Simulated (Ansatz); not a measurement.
# Vibrational response of TiOs at 25 GPa

Level of theory: DFT LDA, scalar-relativistic, plane waves, PAW (Ansatz 0.2.0). Plane waves to 420 eV; Γ-centred k mesh 14×14×14; Fermi-Dirac smearing of 0.15 eV. No spin polarisation. Phonons by linear response, acoustic sum rule imposed.

The cell, relaxed at 25 GPa:
```
CELL_PARAMETERS angstrom
2.96374 0.00000 0.00000
0.00000 2.96374 0.00000
0.00000 0.00000 2.96374
ATOMIC_POSITIONS crystal
Ti 0.50000 0.50000 0.50000
Os 0.00000 0.00000 0.00000
```

In a metal, frequencies and elastic constants depend on the k mesh and the smearing, soft modes and shear constants most. Spin–orbit coupling is left out, which can shift energies with elements as heavy as these. Other phases may be more stable at this pressure.

Optical modes at Γ; i marks an imaginary frequency:
| frequency (meV) | degeneracy |
| --- | --- |
| 34.6 | 3 |

All 3 optical modes at Γ are real: no displacement of atoms at fixed cell lowers the energy to second order. Strains and modes at other wave vectors aren't tested by this run.

Cost: 1 run of about 0.58 core-minutes, on Arm Neoverse V2 (shared hosts).